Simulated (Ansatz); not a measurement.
Y:
```
Y
1.0
    3.67639     0.00000     0.00000
   -1.83820     3.18385     0.00000
    0.00000     0.00000     5.67597
Y
2
Direct
  0.33333   0.66667   0.75000
  0.66667   0.33333   0.25000
```

Relaxed with r²SCAN+D4. Special points in fractions of this cell's reciprocal vectors: Γ (0.000, 0.000, 0.000); M (0.500, 0.000, 0.000); K (0.333, 0.333, 0.000); A (0.000, 0.000, 0.500); L (0.500, 0.000, 0.500); H (0.333, 0.333, 0.500).

### Question
List the band energies nearest the Fermi level at these points for r²SCAN+D4 (plane waves, PAW; program Ansatz).

### Answer
In eV from the Fermi level; about four levels below and three above (degenerate sets whole), none deeper than 8.9 eV; points with the same levels are listed once.

```
k                    below                          above
-  -----------------------  -----------------------------
Γ              -4.91 -1.86                 0.85 1.94 1.94
M  -1.73 -1.20 -0.79 -0.27                 1.57 1.62 2.31
K  -0.75 -0.75 -0.68 -0.56                 1.22 1.22 2.60
A              -3.39 -3.39  1.12 1.12 1.84 1.84 1.84 1.84
L              -1.67 -1.67            0.11 0.11 1.39 1.39
H  -0.44 -0.44 -0.28 -0.28            0.36 0.36 3.05 3.05
```

Space group P6_3/mmc (hcp (Mg type)). The cell was relaxed with r²SCAN+D4 under the symmetry of its start. The run is not spin-polarised. The pairwise dispersion correction was not fitted to metals. Spin–orbit coupling is left out wherever it is not named.

Potentials: the later of the program's two PAW sets.
